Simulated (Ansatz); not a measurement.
Energy and pressure of ZnCo3 against volume, without spin

All numbers below come from DFT PBEsol, scalar-relativistic, plane waves, PAW (Ansatz 0.2.0).

```xyz
4
Lattice="0.0000 2.8446 2.8446 2.8446 0.0000 2.8446 2.8446 2.8446 0.0000" Properties=species:S:1:pos:R:3 pbc="T T T"
Zn    0.0000    0.0000    0.0000
Co    1.4223    1.4223    1.4223
Co    4.2669    4.2669    4.2669
Co    2.8446    2.8446    2.8446
```

```json
{"plane-wave cutoff": "420 eV", "Γ-centred k-mesh": "12×12×12", "occupation rule": "Gaussian smearing, 0.1 eV", "spin treatment": "unpolarised"}
```

The cell is scaled evenly at fixed fractional positions, V₀ being the volume of the cell shown; start: no spin polarisation. Energies are extrapolated to zero smearing. A spin-polarised state can lie lower, at larger volumes above all.

| V/V₀ | E above lowest (meV/atom) | P (GPa) |
| --- | --- | --- |
| 0.800 | 188.2 | 47.8 |
| 0.860 | 45.3 | 20.6 |
| 0.920 | 0.0 | 1.9 |
| 0.960 | 8.6 | -7.2 |
| 1.000 | 40.4 | -14.3 |
| 1.040 | 90.2 | -19.8 |
| 1.100 | 189.9 | -25.8 |
| 1.180 | 354.7 | -30.7 |

Cost: 8 runs of about 0.43 core-minutes in all, on Intel Xeon 6975P-C (Granite Rapids) (shared hosts).